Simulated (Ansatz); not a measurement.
Sn:
```yaml
crystal:
  lattice:
    - [0.00000, 3.28406, 3.28406]
    - [3.28406, 0.00000, 3.28406]
    - [3.28406, 3.28406, 0.00000]
  atoms:
    - { symbol: Sn, position: [0.50000, 0.50000, 0.50000] }
    - { symbol: Sn, position: [0.75000, 0.75000, 0.75000] }
```

Relaxed with r²SCAN.

**Question.** Map the valence electron density (e/Å³), cut off at 1 on the plane through (0.500, 0.500, 0.500) spanned by u = [1, 0, 0] and v = [-1, 1, 1] in lattice vectors, from plane-wave PAW r²SCAN (Ansatz code).

**Answer.** x is the fraction of u, y of v (the angle between them is 90°; rows are the nearest grid lines); atoms in the plane: Sn at (0.00, 0.00), Sn at (0.50, 0.25).
```
|999994211100001112499999|
|999994211000000112499999|
|999942100000000001249999|
|997421100000000001124799|
|222110000000000000011222|
|111100000000000000001111|
|000000000000000000000000|
|000000000000000000000000|
|000000000000000000000000|
|000000000000000000000000|
|000000000000000000000000|
|000000000000000000000000|
|000000000001100000000000|
|000000011222222110000000|
|000000112345543211000000|
|000001237999999732100000|
|000001249999999942100000|
|000011369999999963110000|
|111122369999999963221111|
|222222359999999953222222|
|997543334579975433345799|
|999954333333333333459999|
|999994321111111123499999|
|999994211100001112499999|
```
Scale: ten equal steps from 0.009 (start of '0') to 1.00 (end of '9'), in the order '0123456789'; x runs from 0.000 to 1.00, y from 0.000 (bottom) to 1.00 (top).

The density is the valence pseudo-density with augmentation charge, so density and ELF within about 1 Å of a nucleus are not all-electron values.

Space group Fd-3m (diamond). This is a known low-temperature phase of the composition, computed here at zero pressure and temperature. The r²SCAN relaxation kept the symmetry of its start; of distortions, only those at the zone centre were tested. Spin–orbit coupling is left out wherever it is not named.

Potentials: the earlier of the program's two PAW sets.
